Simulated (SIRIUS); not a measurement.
Worked example: self-consistent single point of AlGaN2 (Pmm2, 4 atoms in the cell; from Materials Project mp-1008556, changed as shown) in SIRIUS.

Computed with LDA (PW92), FP-LAPW (LAPW with two local orbitals a valence shell; core below -3 Ha), all-electron full potential with ZORA scalar-relativistic valence and Dirac core (SIRIUS).

The change in words: lattice vector a scaled by 1.01. Reference geometry (P-4m2):
```
AlGaN2
1.0
    3.14088     0.00000     0.00000
    0.00000     3.14088     0.00000
    0.00000     0.00000     4.42384
Al Ga N
1 1 2
Direct
  0.50000   0.50000   0.50000
  0.00000   0.00000   0.00000
  0.50000   0.00000   0.73826
  0.00000   0.50000   0.26174
```

Reference input (self-consistent single point, DFT, LDA (PW92), FP-LAPW (LAPW with two local orbitals a valence shell; core below -3 Ha), all-electron full potential with ZORA scalar-relativistic valence and Dirac core): parameters.ngridk = 6 6 4; basis = LAPW with two local orbitals a valence shell, core below -3 Ha; unit_cell.atom_type_rmt = {Al: 1.85, Ga: 1.98, N: 1.58} bohr; parameters.xc_functionals = [XC_LDA_X, XC_LDA_C_PW]; parameters.aw_cutoff = 7; parameters.pw_cutoff = 20 1/bohr; parameters.smearing = gaussian; parameters.smearing_width = 0.000734986 Ha; parameters.electronic_structure_method = full_potential_lapwlo; parameters.lmax_apw = 8; parameters.lmax_rho = 8; parameters.lmax_pot = 8. This run's input differs from it in these lines:

```diff
@@ -36,3 +36,3 @@
     "lattice_vectors": [
-      [5.9354029903, 0.0, 0.0],
+      [5.9947573982, 0.0, 0.0],
       [0.0, 5.9354029903, 0.0],
```

Log, with long lists cut:

```
[find] density tolerance         : 1e-06
[find] total energy tolerance    : 1e-07
[find] iter_solver_tol (initial) : 0.01
[find] iter_solver_tol (target)  : 1e-13
[find] num_dft_iter              : 100
Charges and magnetic moments
--------------------------------------------------------------------------------
atom      charge    core leakage
--------------------------------------------------------------------------------
   0   10.933199    0.000000e+00
   1   29.140995    0.000000e+00
   2    5.560934    0.000000e+00
   3    5.561435    0.000000e+00

total core leakage    : 0.00000000e+00
interstitial charge   : 6.803438
   [... lines left out ...]
[find]    3    5.955637    2.110740e-06
[find] total core leakage    : 1.01126151e-02
[find] interstitial charge   : 6.433820
[find] total charge          : 57.989887
[find] Energy
[find] smearing (-TS)                 :       0.00000000
[find] Total energy                   :   -2292.18557448 (Ha),   -4584.37114897 (Ry)
[find] Free energy (E-TS)             :   -2292.18557448 (Ha),   -4584.37114897 (Ry)
[find] band gap (eV)                  :       2.77123987
[find] Efermi                         :       0.27076176
[find] iteration : 15, RMS (target) : 3.1708e-07 (1.0000e-06) , energy difference (target) : -1.2301e-09 (1.0000e-07)
[find] converged after 16 SCF iterations!
Warning in function "check_num_electrons" at src/density/density.cpp:1179
wrong number of electrons
  obtained value : 57.9899
  target value : 58
  difference : 0.0101134
  total core leakage : 0.0101126
    atom class : 0, core leakage : 0.0031247
    atom class : 1, core leakage : 0.0069837
    atom class : 2, core leakage : 2.11116e-06
    atom class : 3, core leakage : 2.11074e-06
[find] Charges and magnetic moments
[find] atom      charge    core leakage
[find]    0   10.789753    3.124695e-03
[find]    1   28.853905    6.983698e-03
[find]    2    5.956773    2.111163e-06
[find]    3    5.955637    2.110740e-06
[find] total core leakage    : 1.01126151e-02
[find] interstitial charge   : 6.433820
[find] total charge          : 57.989887
[find] Energy
   [... lines left out ...]
[find] Free energy (E-TS)             :   -2292.18557448 (Ha),   -4584.37114897 (Ry)
[find] band gap (eV)                  :       2.77123987
   [... lines left out ...]
[find] Efermi                         :       0.27076176
[ground_state] ==== total Forces in Ha/bohr =====
[ground_state] atom:    0, force:       0.0000000      0.0000000     -0.0014058
[ground_state] atom:    1, force:       0.0000000      0.0000000     -0.0015209
[ground_state] atom:    2, force:       0.0000000      0.0000000      0.0049264
[ground_state] atom:    3, force:       0.0000000      0.0000000     -0.0020171
```

The run converged in 16 iterations. Against the reference run the free energy rises by 4.1 meV/atom, the largest force goes from 0.190 to 0.253 eV/Å and the gap on the mesh goes from 2.861 to 2.771 eV.

The structure comes from a collection of computed structures, made at another level of theory; the collection holds predicted forms beside known ones. Values depend on the basis (sphere radii, cutoffs, local orbitals), which need not be converged.

Cost on one core: about 110 core-seconds (a rough figure).

The gap that the log prints is read on the run's mesh, which can miss the band edges or a crossing.
